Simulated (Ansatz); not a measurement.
Values for one crystal, relaxed and computed with plane-wave PAW r²SCAN (Ansatz code); other levels are named.

| Property | Result |
|---|---|
| Volume per atom | 13.28 Å³ |
| Electronic character | metallic (no gap) |
| Formation energy from the elements (no fitted shifts) | -1.03 eV/atom |
| Pressure derivative B′ | 4.2 |
| Bulk modulus (Birch–Murnaghan fit) | 301 GPa |
| Density of states at the Fermi level | 0.29 states/eV per atom (mean over ±0.08 eV) |
| Gap with spin–orbit coupling | none (metallic) |

**Question.** Which of these materials gives this?
A) TiO, P-62m (Ti on 2d, Ti on 1a, O on 3f)
B) Ta2N, P-31m (Ta on 6k, N on 2d, N on 1a)
C) ZrGeS, P4/nmm (Zr on 2c, Ge on 2a, S on 2c)
D) InP, P-6m2 (In on 1a, P on 1f)

**Answer.** B, Ta2N, P-31m (Ta on 6k, N on 2d, N on 1a)

The first step of the workflow began from a Materials Project structure, measured or hypothetical; the Crystallography Open Database copy checked does not list it. Whether it is the stable phase at ambient conditions was not checked. The cell was relaxed with r²SCAN under the symmetry of its start; whether a distortion lowers the energy is not shown. The run is not spin-polarised. With an odd number of electrons in the cell and no spin polarisation, the count alone makes it a metal. The references are the lowest solids computed at this level, not always the standard phases (solids in place of the gases). Spin–orbit coupling is left out wherever it is not named.

Potentials: the later of the program's two PAW sets.
